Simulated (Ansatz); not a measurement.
**YH₃O₃: H-2 nuclear quadrupole resonance**

Cell: a structure deposited in the COD whose atoms were relaxed with PBE, the cell held.

Space group P6_3/m (No. 176); a = 6.2610, c = 3.5440 Å, γ = 120.00°.

| site | Wyckoff | site symmetry | x | y | z |
| --- | --- | --- | --- | --- | --- |
| Y | 2c | -6.. | 0.3333 | 0.6667 | 0.2500 |
| H | 6h | m.. | 0.2754 | 0.1351 | 0.2500 |
| O | 6h | m.. | 0.3947 | 0.3103 | 0.2500 |

One atom of each set is listed.

Computed with Ansatz: DFT, PBE, plane waves and PAW (field gradients read without the response of the frozen cores, which leaves them typically 4 to 6 % off), scalar-relativistic, 420 eV cutoff, Γ-centred 5×5×7 k-points, Fermi–Dirac smearing 0.02 eV.

H-2: I = 1, Q = 2.858 mb (year-2017 value). Static lattice, zero field.

Question: At which frequencies do the H-2 NQR lines lie?

Answer: For I = 1 the lines are ν± = (3/4)|C_Q|(1 ± η/3) and ν₀ = |C_Q|η/2.

```csv
site,atoms,V_zz (10²¹ V/m²),C_Q (MHz),η,line frequencies (MHz)
H,6,4.32,0.299,0.02,"0.00232, 0.223, 0.225"
```

At H V_zz points along its bond to O (within 1°).

The entry's hydrogen positions were far off; the other atoms hardly move on relaxation.
